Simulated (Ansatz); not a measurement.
## Lattice vibrations of C at Γ at 18 GPa

These are results of DFT LDA, scalar-relativistic, plane waves, PAW in Ansatz, not measurements. Plane waves to 420 eV; Γ-centred k mesh 18×18×14; Fermi-Dirac smearing of 0.15 eV. No spin polarisation. Phonons by linear response, acoustic sum rule imposed.

The cell, relaxed at 18 GPa:
```yaml
crystal:
  lattice:
    - [2.41418, 0.00000, 0.00000]
    - [-1.20709, 2.09074, 0.00000]
    - [0.00000, 0.00000, 2.90703]
  atoms:
    - { symbol: C, position: [0.33333, 0.66667, 0.00000] }
    - { symbol: C, position: [0.66667, 0.33333, 0.00000] }
```

In a metal, frequencies and elastic constants depend on the k mesh and the smearing, soft modes and shear constants most. The crystal is built of layers and no dispersion correction was added, so the binding between them is poorly described, and with it their spacing and whatever depends on it.

Optical modes at Γ; i marks an imaginary frequency:
| frequency (THz) | degeneracy |
| --- | --- |
| 26.62 | 1 |
| 49.10 | 2 |

All 3 optical modes at Γ are real: no displacement of atoms at fixed cell lowers the energy to second order. Strains and modes at other wave vectors aren't tested by this run.

This form isn't the element's structure at ambient conditions.

Cost: 1 run of about 0.23 core-minutes, on Intel Xeon 6975P-C (Granite Rapids) (shared hosts).